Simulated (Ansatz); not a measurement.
MoF$_{6}$ in space group Im-3m (No. 229; Mo on 2a, F on 12e), plane-wave PAW r²SCAN+D4 (Ansatz code). The conduction-band minimum lies on the P–H line, 25 % of the way from P, with 8 equivalent valleys. Second derivatives d²E/dk² of the lowest band at one valley (eV·Å²), along Cartesian directions:

```json
[
 {"direction": "[100]", "d²E/dk²": "0.7867"},
 {"direction": "[010]", "d²E/dk²": "0.7867"},
 {"direction": "[001]", "d²E/dk²": "0.7867"},
 {"direction": "[110]", "d²E/dk²": "0.5593"},
 {"direction": "[101]", "d²E/dk²": "0.5593"},
 {"direction": "[011]", "d²E/dk²": "1.015"}
]
```

Find the principal effective masses, the density-of-states mass and the conductivity mass.

Off-diagonal terms follow from H_xy = H[110] − (H_xx + H_yy)/2, and m*/mₑ = 7.620 eV·Å² over each eigenvalue: 6.1, 14, 14. One valley's DOS mass (m₁m₂m₃)^(1/3) = 10, conductivity mass 3/(Σ 1/mᵢ) = 9.7 mₑ.

What effective density of states Nc follows at 300 K for parabolic valleys?

Nc = 2.509e19 × 8 × (10)^(3/2) ≈ 6.3e21 cm⁻³.

The first step of the workflow began from a Materials Project structure, measured or hypothetical; the Crystallography Open Database copy checked does not list it. COD files the formula under space group No. 62. Its standing as an ambient phase is unchecked. Symmetry was held in the r²SCAN+D4 relaxation; its stability against distortions is not shown here. No spin polarisation was allowed. No Hubbard U is applied. Spin–orbit coupling is left out wherever it is not named.

Potentials: the later of the program's two PAW sets.

Edges and masses are those of Kohn–Sham bands, whose gap is no quasiparticle gap.
